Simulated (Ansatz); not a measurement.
**Relaxing BiIr (zincblende structure)**

Method: PBE, scalar-relativistic; no spin polarisation; PAW, 420 eV, Γ-centred 10×10×10 mesh, 0.05 eV Gaussian smearing; code Ansatz; PAW files: Ansatz's generated set soft_2.

The start was a prototype's sites filled with these elements, not a measured cell.

The first cell:

```xyz
2
Lattice="0.0000 2.7832 2.7832 2.7832 0.0000 2.7832 2.7832 2.7832 0.0000" Properties=species:S:1:pos:R:3 pbc="T T T"
Ir    0.0000    0.0000    0.0000
Bi    1.3916    1.3916    1.3916
```

The first steps of the search for zero pressure:

```csv
run,level,k-mesh,kind,V (Å³/atom),P (GPa),gap on the mesh (eV)
1,PBE,10×10×10,fixed cell,21.56,51.2,metal
2,PBE,10×10×10,fixed cell,24.15,23.7,metal
```

Task: At which volume does PBE reach zero pressure?

Result: 28.86 Å³/atom, about 33.9 % over the start.

The steps that followed:

```csv
run,level,k-mesh,kind,V (Å³/atom),P (GPa),E − E(final) (meV/atom),gap on the mesh (eV)
3,PBE,10×10×10,fixed cell,27.04,6.5,35.2,metal
4,PBE,10×10×10,fixed cell,28.86,0.0,0.0,metal
```

The cell is relaxed to zero pressure at this level.

The final structure (symmetry read at 0.01 Å). Symmetry: F-43m, No. 216, cubic system. Conventional cell: a = 6.135 Å, b = 6.135 Å, c = 6.135 Å, α = 90.00°, β = 90.00°, γ = 90.00°. Ir (site symmetry -43m) has 4 Bi at 2.66 Å as nearest neighbours. Bi (site symmetry -43m) is surrounded by 4 Ir at 2.66 Å. (Neighbours are counted to 15 % beyond the shortest distance.)

At the final geometry the gap, band path included, is zero (metallic). The equation of state gives B0 = 85 GPa and B0′ = 5.1. Against the elements' standard states, run alike and uncorrected, the formation energy is 0.67 eV/atom, so this structure is unstable against them at this level. 

For elements this heavy, spin–orbit coupling would shift levels and gaps; it isn't included here.
